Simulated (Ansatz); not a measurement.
Si₃C₃N₈ on the sites of β-Si3N4 (relaxed group P-6) at its r2SCAN geometry, run in the PAW code Ansatz at 2 levels of theory. Values at 0 K without nuclear motion; spin polarisation is off, and the phase may be a hypothetical one.

The r2SCAN input:
```yaml
crystal:
  lattice:
    - [7.0423664737, -2.8e-09, 0.0]
    - [-3.5211832344, 6.0988682704, 0.0]
    - [0.0, 0.0, 2.6683409762]
  atoms:
    - { symbol: Si, position: [0.2255296523, 0.8349499168, 0.5] }
    - { symbol: C, position: [0.4257734372, 0.2366594532, 0.0] }
    - { symbol: C, position: [0.8108860161, 0.5742265628, 0.0] }
    - { symbol: Si, position: [0.1650500832, 0.3905797355, 0.5] }
    - { symbol: Si, position: [0.6094202645, 0.7744703477, 0.5] }
    - { symbol: C, position: [0.7633405468, 0.1891139839, 0.0] }
    - { symbol: "N", position: [0.3333333333, 0.6666666667, 0.5] }
    - { symbol: "N", position: [0.6666666667, 0.3333333333, 0.0] }
    - { symbol: "N", position: [0.9483609663, 0.6380112631, 0.5] }
    - { symbol: "N", position: [0.3039731706, 1.0023010562, 0.0] }
    - { symbol: "N", position: [0.6983278856, 0.6960268294, 0.0] }
    - { symbol: "N", position: [0.3619887369, 0.3103497032, 0.5] }
    - { symbol: "N", position: [-0.0023010562, 0.3016721144, 0.0] }
    - { symbol: "N", position: [0.6896502968, 0.0516390337, 0.5] }
kpoints:
  mp_grid: { grid: [6, 6, 10] }
  band_path:
    path:
      - [0.0, 0.0, 0.0]
      - [0.5, 0.0, 0.0]
      - [0.3333333333, 0.3333333333, 0.0]
      - [0.0, 0.0, 0.5]
      - [0.5, 0.0, 0.5]
      - [0.3333333333, 0.3333333333, 0.5]
      - [0.0, 0.0, 0.145833]
    npoints: 1
hamiltonian:
  xc: r2scan
scf:
  occupations: { method: fixed }
  n_extra_bands: 7
output:
  forces: true
  stress: true
  eigenvalues: true
```

Main results, then, where recorded, the levels near the gap in eV from the Fermi energy (columns number the bands from 0), one row a point of the path (Γ, M, K, A, L, H, Γ–A (0.29)):
```
Crystal: 14 atoms, lattice volume = 114.606 Å³
Symmetry: 6 space group operations
Space group: P-6 (ITA 174)
```
```
Basis set: ecut = 500 eV, 2907 PW (Γ)
k-points: 48 of 360 (time reversal used)
SCF 1 converged in 8 iterations: F = -5752.599095 eV  dr2 = 9.50e-9
Free energy (F): -5752.599095 eV
Fermi energy:    9.895301 eV
--- Forces (eV/Å), atoms counted from 1 ---
  atom   1  Si    -0.00099    -0.00068      0.00000
  atom   2  C       0.00280      0.00045      0.00000
  atom   3  C     -0.00101    -0.00265      0.00000
  atom   4  Si      0.00108    -0.00052      0.00000
  atom   5  Si    -0.00009      0.00120      0.00000
  atom   6  C     -0.00179      0.00220      0.00000
  atom   7  N       0.00000      0.00000      0.00000
  atom   8  N       0.00000      0.00000      0.00000
  atom   9  N       0.00312      0.00279      0.00000
  atom  10  N     -0.00067      0.00008      0.00000
  atom  11  N       0.00040      0.00054      0.00000
  atom  12  N     -0.00398      0.00131      0.00000
  atom  13  N       0.00027    -0.00061      0.00000
  atom  14  N       0.00085    -0.00410      0.00000
--- Stress (GPa, compression-positive) ---
        0.013650       0.000001       0.000000
       -0.000001       0.013650       0.000000
        0.000000       0.000000       0.004128
  P = ⅓ Tr σ = 0.0105 GPa (0.105 kbar)
```
```tsv
band_29	band_30	band_31	band_32	band_33	band_34
-0.585	-0.361	-0.163	2.688	3.062	3.062
-0.677	-0.433	-0.254	3.078	3.142	3.233
-1.000	-0.409	-0.268	3.147	3.184	3.272
-1.808	-1.808	-1.435	3.358	3.358	5.845
-1.772	-1.558	-1.071	3.065	3.975	4.985
-1.749	-1.310	-1.243	3.236	3.866	4.832
-1.270	-1.211	0.018	4.411	4.411	4.422
```

The r2SCAN gap is indirect, 2.67 eV (Γ–A (0.29 of the way from Γ) to Γ), below the direct gap of 2.85 eV at Γ.

HSE06. Against the first input these blocks differ (the band path and keys that only write files left aside):
```yaml
kpoints:
  mp_grid: { grid: [3, 3, 6] }
hamiltonian:
  xc: hse06
```

```
Basis set: ecut = 420 eV, 2247 PW (Γ)
k-points: 12 of 54 (time reversal used)
SCF 1 stopped early in 5 iterations: F = -5732.433670 eV  dr2 = 2.37e-5
Exchange kernel: α = 0.2500, screened, ω = 0.2079 Å⁻¹, Wigner–Seitz truncation, v(0) = 1042.0569 eV·Å³, q-mesh 3×3×6
SCF 2 stopped early in 6 iterations: F = -5733.568384 eV  dr2 = 2.11e-6
hybrid outer 1: dexx = +3.061e-2 eV, tail = 6.18e-5 eV
SCF 3 converged in 6 iterations: F = -5733.568419 eV  dr2 = 3.58e-9
hybrid outer 2: dexx = +1.414e-6 eV, tail = 2.73e-8 eV, Δε = 1.97e-3 eV, ΔF = 4.05e-3 eV/Å
Free energy (F): -5733.568419 eV
Fermi energy:    9.219934 eV
--- Forces (eV/Å), atoms counted from 1 ---
  atom   1  Si      0.06618      0.01676      0.00000
  atom   2  C     -0.07327      0.11943      0.00000
  atom   3  C       0.14007      0.00373      0.00000
  atom   4  Si    -0.04761      0.04894      0.00000
  atom   5  Si    -0.01858    -0.06570      0.00000
  atom   6  C     -0.06680    -0.12317      0.00000
  atom   7  N       0.00000      0.00000      0.00000
  atom   8  N       0.00000      0.00000      0.00000
  atom   9  N     -0.33695    -0.15745      0.00000
  atom  10  N     -0.00535      0.18601      0.00000
  atom  11  N       0.16377    -0.08837      0.00000
  atom  12  N       0.30483    -0.21308      0.00000
  atom  13  N     -0.15842    -0.09764      0.00000
  atom  14  N       0.03212      0.37054      0.00000
--- Stress (GPa, compression-positive) ---
       -2.787191      -0.000003       0.000000
        0.000003      -2.787191       0.000000
        0.000000       0.000000      -3.637817
  P = ⅓ Tr σ = -3.0707 GPa (-30.707 kbar)
```
```tsv
band_29	band_30	band_31	band_32	band_33	band_34
-0.549	-0.403	-0.130	3.788	4.226	4.226
-0.714	-0.401	-0.223	4.223	4.288	4.398
-1.062	-0.377	-0.237	4.319	4.332	4.414
-1.965	-1.965	-1.544	4.233	4.233	6.790
-1.803	-1.689	-1.165	3.994	4.873	6.008
-1.780	-1.424	-1.345	4.168	4.763	5.876
-1.356	-1.238	0.010	5.492	5.533	5.533
```

With HSE06 the valence top lies at Γ–A (0.29 of the way from Γ) and the conduction bottom at Γ, 3.78 eV higher; the smallest vertical gap, at Γ, is 3.92 eV. The mean pressure at these positions is -3.1 GPa, compression counted positive. The stress of a hybrid is loosely converged here.

The hybrids run on coarser meshes, which limits their stresses and small splittings of levels.

Totals of different functionals can't be compared.

The meshes of the hybrids are coarse, so their gaps aren't converged to the digits shown.
